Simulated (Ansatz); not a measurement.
# Fields on a plane of AlN (wurtzite)

```
CELL_PARAMETERS angstrom
      3.11382     0.00000     0.00000
     -1.55691     2.69665     0.00000
      0.00000     0.00000     4.98358
ATOMIC_POSITIONS crystal
  Al 0.33333 0.66667 0.99641
  Al 0.66667 0.33333 0.49641
  N  0.33333 0.66667 0.37839
  N  0.66667 0.33333 0.87839
```

The slice is a (-1 1 0 2) plane (indices of the conventional cell) through the point (0.667, 0.333, 0.878) (fractional), spanned by u = [110] and v = [1 -1 1] in vectors of this cell: u (3.11 Å) and v (7.34 Å, at 90° to u). It covers one period; positions are fractions (u, v).

Atoms on it: Al at (0.50, 0.14), 0.2 Å off the plane; N at (0.00, 0.00). Other atoms lie within 1 Å of the plane.

All values below come from PBEsol (plane waves to 420 eV, PAW, scalar-relativistic; Ansatz, a quantum-chemistry and plane-wave program). k mesh 12×12×7. Inside the PAW spheres the values are not all-electron values, and peaks at nuclei hang on which shells count as valence. AlN was relaxed with its symmetry unable to fall.

```
|xx886212688x|
|888751015788|
|998630003689|
|775310001357|
|322100000122|
|111000000011|
|221100000112|
|554321012345|
|777631113677|
|899861016899|
|999971017999|
|999960006999|
|999950005999|
|888730003788|
|554310001345|
|221112221112|
|000123432100|
|000123432100|
|000134443100|
|001234543210|
|001133433110|
|111100000111|
|443100x00134|
|77750xxx0577|
|999930x03999|
|899981018999|
|xx998414899x|
|xx898414898x|
```
Scale: ten equal steps from 0.01 (start of '0') to 0.88 (end of '9'), in the order '0123456789'. Values: electron localisation function (ELF). The map has 12 points along u (one character each, u = 0 at the left) and 28 along v (v = 0 in the bottom row). Points within 0.4 Å of a nucleus are blanked (x), as the pseudised field means little there.

```
|999988664433223344668899|
|888877553322112233557788|
|666655442211001122445566|
|444433221100000011223344|
|333322110000000000112233|
|222222110000000000112222|
|222222111111001111112222|
|444433222211111122223344|
|555544443322222233444455|
|776666554433223344556666|
|887766554422112244556677|
|887766554422112244556677|
|776666554422112244556666|
|555555443322112233445555|
|443333333322222233333333|
|222222222222332222222222|
|111111222233333322221111|
|000011112233333322111100|
|000011223333333333221100|
|000011223333443333221100|
|001111223333333333221111|
|111122222222222222222211|
|333333222211111122223333|
|444444332211001122334444|
|666666553311111133556666|
|888877664433223344667788|
|999988665533333355668899|
|999988665533333355668899|
```
Scale: ten equal steps from -1.37 (start of '0') to 0.55 (end of '9'), in the order '0123456789'. Values: log₁₀ of the valence density in e/Å³. The map has 12 points along u (two characters each, u = 0 at the left) and 28 along v (v = 0 in the bottom row). The scale is logarithmic, as a density can span decades between atoms and voids.
